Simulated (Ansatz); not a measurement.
Relaxed-ion elastic tensor of BeTe (zinc blende, F-43m) in GPa (Voigt order), plane-wave PAW PBE (Ansatz code); density 4.99 g/cm³, 22.71 Å³ per atom.

```
96.5  36.4  36.4   0.0   0.0   0.0
36.4  96.5  36.4   0.0   0.0   0.0
36.4  36.4  96.5   0.0   0.0   0.0
 0.0   0.0   0.0  49.4   0.0   0.0
 0.0   0.0   0.0   0.0  49.4   0.0
 0.0   0.0   0.0   0.0   0.0  49.4
```

**Question.** Is the crystal mechanically stable?

**Answer.** Yes: the smallest eigenvalue of C is 49.4 GPa.

**Question.** Work out the Voigt, Reuss and Hill averages.

**Answer.** K_V = 56.5, K_R = 56.5, K_H = 56.5; G_V = 41.7, G_R = 39.3, G_H = 40.5 GPa.

**Question.** Give Young's modulus, Poisson's ratio, Pugh's ratio and the universal anisotropy index.

**Answer.** E = 9KG/(3K + G) = 98.0 GPa; ν = 0.21; K/G = 1.39 (brittle by the Pugh limit of 1.75); A_U = 5G_V/G_R + K_V/K_R − 6 = 0.30.

**Question.** Estimate the sound speeds and the Debye temperature.

**Answer.** v_l = √((K + 4G/3)/ρ) = 4700 m/s, v_t = √(G/ρ) = 2850 m/s, mean 3150 m/s; Θ = (h/k)(3n/4πV)^(1/3) v_m = 331 K.

**Question.** Give the Zener ratio and Young's modulus along [100], [110] and [111].

**Answer.** A = 2C44/(C11 − C12) = 1.64; 1/E = S11 − 2(S11 − S12 − S44/2)Γ with Γ = 0, 1/4, 1/3 gives 76.6, 102, 115 GPa.

**Question.** Solve the Christoffel equation for the three sound speeds along [100], [110], [111].

**Answer.** Eigenvalues of C_ijkl n_j n_l equal ρv² (piezoelectric stiffening left out). In km/s, slowest first: [100] 3.15, 3.15, 4.40; [110] 2.45, 3.15, 4.82; [111] 2.70, 2.70, 4.95.

The PBE relaxation kept the symmetry of its start; of distortions, only those at the zone centre were tested. Spin–orbit coupling is left out wherever it is not named.

Potentials: the later of the program's two PAW sets.
